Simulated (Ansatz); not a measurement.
C:
```xyz
4
Lattice="2.4649 0.0000 0.0000 -1.2324 2.1346 0.0000 0.0000 0.0000 6.7551" Properties=species:S:1:pos:R:3 pbc="T T T"
C      0.0000     0.0000     1.6888
C      0.0000     0.0000     5.0663
C      0.0000     1.4231     1.6888
C      1.2324     0.7115     5.0663
```

Relaxed with PBE+D3(BJ). Special points in fractions of this cell's reciprocal vectors: Γ (0.000, 0.000, 0.000); M (0.500, 0.000, 0.000); K (0.333, 0.333, 0.000); A (0.000, 0.000, 0.500); L (0.500, 0.000, 0.500); H (0.333, 0.333, 0.500).

### Question
List the band energies nearest the Fermi level at these points for DFT-PBE+D3(BJ) in the program Ansatz with PAW potentials.

### Answer
In eV from the Fermi level; about four levels below and three above (degenerate sets whole), none deeper than 8.9 eV; … stands for higher levels left out; points with the same levels are listed once.

```csv
k,below,above
Γ,-3.06 -3.06 -3.04 -3.04,4.19 8.30 8.30
M,-6.47 -6.42 -2.79 -2.13,1.47 2.13 7.18
K,-0.65 -0.06 -0.06,0.64 11.07 11.07
A,-3.05 -3.05 -3.05 -3.05,6.78 6.78 …
L,-6.44 -6.44 -2.40 -2.40,1.62 1.62 7.37 7.37
H,-0.05 -0.05 -0.03 -0.03,10.14 10.14 …
```

Space group P6_3/mmc (graphite). The cell was relaxed with PBE+D3(BJ) under the symmetry of its start. The Fermi level of a semimetal is unsure by some 0.05 eV on such meshes.

Potentials: the later of the program's two PAW sets.
